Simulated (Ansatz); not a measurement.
The relaxed structure here is a generated cell of CoSn3: the first start was made by placing the elements on the sites of a structure type, and the end was not matched to a known phase here, so it may be hypothetical.

One starting cell of CoSn3 (a generated cell, CoSn3 placed in the AFLOW prototype AB3_cP4_221_a_c (L1_2, as in Cu3Au)) was relaxed twice with Ansatz (plane waves, PAW, scalar-relativistic): with PBEsol at 420 eV and with PBE at 420 eV. The PBEsol result:

```
CELL_PARAMETERS angstrom
      4.39894     0.00000     0.00000
      0.00000     4.39894     0.00000
      0.00000     0.00000     4.39894
ATOMIC_POSITIONS crystal
  Sn 0.00000 0.50000 0.50000
  Sn 0.50000 0.50000 0.00000
  Sn 0.50000 0.00000 0.50000
  Co 0.00000 0.00000 0.00000
```

| quantity | PBEsol | PBE |
|---|---|---|
| space group | Pm-3m | Pm-3m |
| volume (Å³/atom) | 21.28 | 22.67 |
| a (Å) | 4.399 | 4.493 |
| gap (eV, no spin-orbit coupling) | 0.00 | 0.00 |
| spin order | ferromagnetic | ferromagnetic |
| net moment (μB/atom) | 0.31 | 0.37 |

Both levels end in the same structure; PBE's volume is 6.5 % larger. Neither column is exact.

Spin states reached: ferromagnetic; spin orders were not searched systematically.

The run could not lose the symmetry of its start, so the end can be a saddle point.

All atoms sit on sites fixed by symmetry, so only the cell could relax.

Ansatz is a first-principles code.
